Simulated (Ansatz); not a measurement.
An Ansatz (a quantum-chemistry and plane-wave program) run. Input:

Ansatz 0.2 input:
```yaml
crystal:
  lattice:
    - [0.0, 2.3536766146, 2.3536766146]
    - [2.3536766146, 0.0, 2.3536766146]
    - [2.3536766146, 2.3536766146, 0.0]
  atoms:
    - { symbol: Ca, position: [0.0, 0.0, 0.0] }
    - { symbol: O, position: [0.5, 0.5, 0.5] }
kpoints:
  mp_grid: { grid: [10, 10, 10] }
hamiltonian:
  xc: lda
  pseudopotentials: { azcp: { folder: ./paw }, kind: paw }
scf:
  occupations: { method: fixed }
phonons:
  method: dfpt
  response_accuracy: low
  qmesh: [5, 5, 5]
  interpolated_qmesh: [20, 20, 20]
  dielectric: true
  rigid_motions: translations
  temperatures: { t_max: 1000, t_step: 50 }
  qpath:
    path:
      - [[0.0, 0.0, 0.0], [0.5, 0.0, 0.5], [0.625, 0.25, 0.625]]  # Γ-X-U
      - [[0.375, 0.375, 0.75], [0.0, 0.0, 0.0], [0.5, 0.5, 0.5], [0.5, 0.25, 0.75], [0.5, 0.0, 0.5]]  # K-Γ-L-W-X
    npoints: 13
```

Output (shortened):

```
Pseudopotential: Ca, paw, valence charge 10
Pseudopotential: O, paw, valence charge 6
Functional definition: SPW92
Crystal: 2 atoms, lattice volume = 26.078 Å³
Basis set: ecut = 420 eV, 531 PW (Γ), exchange–correlation on 48×48×48 points (8 copies of the dense FFT grid, shifted against one another)
Bands: 12, of which v1, the nominal top of the filled ones, is band 8 counted from 1 (7 counted from 0)
Symmetry: 48 space group operations
k-points: 102 of 1000 (irreducible under 8 space group operations, time reversal used)
SCF iter   1: F=—  HF=-2332.354639 eV  |F-HF|=—  |Δ(HF+E_count)|=         —  Δρ=1.11e-1  dr2=2.89e0  ethr=3.10e-3  ⟨swp⟩=4.1  Hψ=7199  notcnv=0  defer=6
preconditioner: auto → none
SCF iter   2: F=—  HF=-2332.181055 eV  |F-HF|=—  |Δ(HF+E_count)|=   1.74e-1  Δρ=9.89e-2  dr2=2.33e0  ethr=3.10e-3  ⟨swp⟩=3.0  Hψ=3436  notcnv=0  defer=174
SCF iter   3: F=—  HF=-2331.639558 eV  |F-HF|=—  |Δ(HF+E_count)|=   5.41e-1  Δρ=1.58e-2  dr2=5.75e-2  ethr=3.10e-3  ⟨swp⟩=2.8  Hψ=2123  notcnv=0  defer=79
SCF iter   4: F=—  HF=-2331.647013 eV  |F-HF|=—  |Δ(HF+E_count)|=   7.45e-3  Δρ=4.67e-3  dr2=3.58e-3  ethr=3.59e-4  ⟨swp⟩=2.2  Hψ=2182  notcnv=0  defer=188
SCF iter   5: F=—  HF=-2331.648055 eV  |F-HF|=—  |Δ(HF+E_count)|=   1.04e-3  Δρ=7.00e-4  dr2=7.92e-5  ethr=2.24e-5  ⟨swp⟩=2.7  Hψ=1978  notcnv=0  defer=199
SCF iter   6: F=—  HF=-2331.648038 eV  |F-HF|=—  |Δ(HF+E_count)|=   1.63e-5  Δρ=3.99e-5  dr2=9.15e-8  ethr=4.95e-7  ⟨swp⟩=2.4  Hψ=2166  notcnv=0  defer=193
SCF iter   7: F=—  HF=-2331.648039 eV  |F-HF|=—  |Δ(HF+E_count)|=   4.37e-7  Δρ=9.90e-6  dr2=1.95e-8  ethr=5.72e-10  ⟨swp⟩=2.0  Hψ=2039  notcnv=0  defer=5
SCF iter   8: F=—  HF=-2331.648039 eV  |F-HF|=—  |Δ(HF+E_count)|=   2.95e-9  Δρ=6.05e-7  dr2=1.03e-10  ethr=1.22e-10  ⟨swp⟩=2.0  Hψ=1507  notcnv=0  defer=5
SCF iter   9: F=-2331.648039 eV  HF=-2331.648039 eV  |F-HF|=2.27e-12  |Δ(HF+E_count)|=  1.46e-11  Δρ=1.16e-7  dr2=3.65e-12  ethr=1.00e-12  ⟨swp⟩=6.8  Hψ=7285  notcnv=0
SCF 1 converged in 9 iterations: F = -2331.648039 eV  dr2 = 3.65e-12
NSCF: frozen V_eff on 2 k-points
DFPT response loops at Γ: preconditioner auto → none (the input reference at scf.mixing.eps_inf says where Resta's filter doesn't serve); β = 0.50 …
NSCF: frozen V_eff on 47 k-points
NSCF: frozen V_eff on 1100 k-points
DFPT response loops at q = (0, 0, 0.2) (fractional): mixed as the last ones told, above
NSCF: frozen V_eff on 1100 k-points
DFPT response loops at q = (0, 0, 0.4) (fractional): mixed as the last ones told, above
NSCF: frozen V_eff on 610 k-points
DFPT response loops at q = (0, 0.2, 0.2) (fractional): mixed as the last ones told, above
NSCF: frozen V_eff on 2000 k-points
DFPT response loops at q = (0, 0.2, 0.4) (fractional): mixed as the last ones told, above
NSCF: frozen V_eff on 2000 k-points
DFPT response loops at q = (0, 0.2, -0.4) (fractional): mixed as the last ones told, above
NSCF: frozen V_eff on 1100 k-points
DFPT response loops at q = (0, 0.2, -0.19999999999999996) (fractional): mixed as the last ones told, above
NSCF: frozen V_eff on 610 k-points
DFPT response loops at q = (0, 0.4, 0.4) (fractional): mixed as the last ones told, above
NSCF: frozen V_eff on 1100 k-points
DFPT response loops at q = (0, 0.4, -0.4) (fractional): mixed as the last ones told, above
NSCF: frozen V_eff on 1100 k-points
DFPT response loops at q = (0.2, 0.4, -0.4) (fractional): mixed as the last ones told, above
SCF converged after 9 iterations
Free energy (F): -2331.648039 eV
Harris-Foulkes:  -2331.648039 eV  (|F-HF|=2.27e-12)
Internal energy: -2331.648039 eV  (E = F + TS)
E sigma→0 (E₀):  -2331.648039 eV
Fermi energy:    8.007834 eV
--- Per-component energies (eV) ---
  E_band       = -91.441388
  E_kinetic    = 425.275254
  E_local      = -860.329358  (includes V_loc(G=0)·N_el)
  E_nonlocal   = 147.945481
  E_hartree    = 282.392539
  E_xc         = -198.969870
  E_vxc        = -251.550000  (∫ρ·V_xc dr)
  E_paw        = -974.638917  (= ΣΔE_a)
  E_vpaw       = -117.568662  (= ΣTr[D̂ρ^β])
  E_aug_tail   = 0.000787  (compensation charges beyond the density's cutoff)
  E_ewald      = -1153.704042
  E_core_change = 0.380088  (= ΣΔE_core)
  E_smearing   =  0.000000  (= −TS)
  E_closure    =  0.000000  (closes the sum)
  Σ components = -2331.648039   (vs F -2331.648039, Δ=0.00e0)
  [band-id]    e_kinetic+e_local+e_nonlocal+2·e_hartree+e_vxc+e_vpaw+e_augmentation_tail = -91.441421   (vs E_band -91.441388, Δ=-3.35e-5)
--- Band table (eV; the first three rows and the last of 102) ---
  k-point 0: bands = ["-28.9000", "-9.8392", "-9.8392", "-9.8392", "-7.3202", "8.0078", "8.0078", "8.0078", "13.0991", "14.2776", "14.2776", "14.2776"]
  k-point 1: bands = ["-28.8864", "-10.0414", "-9.8455", "-9.8455", "-7.1138", "7.6246", "7.8492", "7.8492", "13.5658", "14.2428", "14.4657", "14.4657"]
  k-point 2: bands = ["-28.8505", "-10.4720", "-9.8618", "-9.8618", "-6.6710", "6.7981", "7.4717", "7.4717", "14.2179", "14.6912", "14.9865", "14.9865"]
  k-point 101: bands = ["-28.7107", "-10.4570", "-10.3995", "-10.3062", "-6.5909", "6.6911", "6.8435", "7.0729", "13.5263", "15.2913", "16.8129", "17.9775"]
--- Phonons (Γ-DFPT): 2 representative perturbations + reference, on 102 of 1000 k-points (Σ response iterations 7) ---
  ASR residual: 9.501e-5 → 0.000e0 eV/Å²; symmetrization residual: 2.129e-6 eV/Å²
  ASR residual per site (eV/Å²): 2.25e-5 9.50e-5
  Γ frequencies (cm⁻¹): 0.00 0.00 0.00 290.69 290.69 290.69
  ε∞ (high-frequency dielectric tensor):
        3.881255     0.000000     0.000000
        0.000000     3.881255     0.000000
        0.000000     0.000000     3.881255
  ε⁰ (static dielectric tensor: ions relaxed, cell fixed):
       14.896336     0.000000     0.000000
        0.000000    14.896336     0.000000
        0.000000     0.000000    14.896336
  ε⁰ − ε∞ (ionic part):
       11.015082     0.000000     0.000000
        0.000000    11.015082     0.000000
        0.000000     0.000000    11.015082
  softest optical mode at Γ: 290.69 cm⁻¹; the repairs (sum rule, projections) moved no ω² at Γ by more than (1.35 cm⁻¹)²
  Born effective charges Z* (e; rows j = field, columns β = displacement):
    site 0:
         2.37493    0.00000    0.00000
         0.00000    2.37493    0.00000
         0.00000    0.00000    2.37493
    site 1:
        -2.37493    0.00000    0.00000
         0.00000   -2.37493    0.00000
         0.00000    0.00000   -2.37493
  Z* charge neutrality: 1.238e-5 e pre-enforcement
  k-mesh period / interband length: 33.3 Å / 1.37 Å = 24.34 at k = (0.0000, 0.0000, 0.0000), direct gap 5.091 eV — 14 or more, which is no proof of convergence
  optical modes at Γ without the LO–TO term, one row a degenerate level:
      ω (cm⁻¹)  modes    IR ((D/Å)²/amu)
        290.69      3            34.1405
  optical modes at Γ + LO–TO along q̂ = [1.0000, 0.0000, 0.0000]:
      ω (cm⁻¹)  modes    IR ((D/Å)²/amu)
        290.69      2            22.7604
        569.48      1            11.3802
  optical modes at Γ + LO–TO along q̂ = [0.0000, 1.0000, 0.0000]:
      ω (cm⁻¹)  modes    IR ((D/Å)²/amu)
        290.69      2            22.7604
        569.48      1            11.3802
  optical modes at Γ + LO–TO along q̂ = [0.0000, 0.0000, 1.0000]:
      ω (cm⁻¹)  modes    IR ((D/Å)²/amu)
        290.69      2            22.7604
        569.48      1            11.3802
  non-analytic LO–TO correction: the dipole-dipole term of the run's Born effective charges and high-frequency dielectric tensor (where they are solved with …
--- Phonons (arbitrary-q DFPT): 10 irreducible q on the 5×5×5 mesh ---
  q = [0.0000, 0.0000, 0.0000] (star 1, of the zone-centre solve; hermiticity 1.20e-6, symmetrization 1.39e-14):  0.00  0.00 0.00 290.69 290.69 290.69
  q = [0.0000, 0.0000, 0.2000] (star 8, 2 solved perturbations on 550 of 1000 k-point pairs; hermiticity 5.77e-7, symmetrization 3.65e-11): 114.70 114.70 193.92 303.59 303.59 553.99
  q = [0.0000, 0.0000, 0.4000] (star 8, 2 solved perturbations on 550 of 1000 k-point pairs; hermiticity 5.56e-7, symmetrization 3.23e-11): 180.91 180.91 321.60 321.60 350.13 505.20
  q = [0.0000, 0.2000, 0.2000] (star 6, 4 solved perturbations in 970 linear systems a pass and spin channel, the states on 305 of 1000 k-point pairs; hermiticity 1.26e-6, symmetrization 1.10e-10): 122.90 122.90 212.47 303.18 303.18 522.33
  q = [0.0000, 0.2000, 0.4000] (star 24, 4 solved perturbations in 3100 linear systems a pass and spin channel, the states on 1000 of 1000 k-point pairs; hermiticity 2.67e-6, symmetrization 2.66e-11): 180.39 199.74 298.11 314.47 327.81 478.71
  q = [0.0000, 0.2000, -0.4000] (star 24, 4 solved perturbations in 3100 linear systems a pass and spin channel, the states on 1000 of 1000 k-point pairs; hermiticity 2.52e-6, symmetrization 4.27e-11): 199.07 234.12 323.62 336.63 348.85 453.64
  q = [0.0000, 0.2000, -0.2000] (star 12, 4 solved perturbations in 1710 linear systems a pass and spin channel, the states on 550 of 1000 k-point pairs; hermiticity 1.78e-6, symmetrization 2.19e-14): 165.51 185.58 275.14 318.79 319.56 511.49
  q = [0.0000, 0.4000, 0.4000] (star 6, 4 solved perturbations in 970 linear systems a pass and spin channel, the states on 305 of 1000 k-point pairs; hermiticity 2.70e-6, symmetrization 1.22e-10): 195.38 195.38 304.32 313.69 313.69 417.29
  q = [0.0000, 0.4000, -0.4000] (star 12, 4 solved perturbations in 1710 linear systems a pass and spin channel, the states on 550 of 1000 k-point pairs; hermiticity 2.06e-6, symmetrization 2.76e-14): 209.72 260.92 300.87 317.28 366.58 378.14
  q = [0.2000, 0.4000, -0.4000] (star 24, 6 solved perturbations on 550 of 1000 k-point pairs; hermiticity 2.98e-6, symmetrization 1.99e-10): 224.83 250.10 304.30 337.66 338.56 414.82
  sum rule: each row above includes the acoustic sum rule's correction from the zone centre's row sums; it moved no ω² by more than (1.27 cm⁻¹)²
  mesh force constants: q→R imaginary residual 0.00e0; ASR residual 9.501e-5 → 0.000e0 eV/Å²; symmetrization residual 7.994e-15 eV/Å²
  interpolated dispersion: 81 rows × 6 modes
  density of states and harmonic sums: on the 20×20×20 q-mesh, interpolated from the force constants of a 5×5×5 supercell (with the dipole–dipole term)
  largest difference from the sums on the solved wave vectors: F 5.12e-3 eV, S 7.18e-6 and C_V 2.01e-6 eV/K
  zero-point energy: 0.111915 eV/cell   skipped modes (ω ≤ 0): 3   left out of the sums: 6.25e-5 of the cell's modes …
```

Cost: around 7 core-minutes (rough) on shared cores.

Space group Fm-3m (rock salt). Symmetry was held in the LDA relaxation.

Potentials: the earlier of the program's two PAW sets.

Ansatz is a plane-wave DFT program.
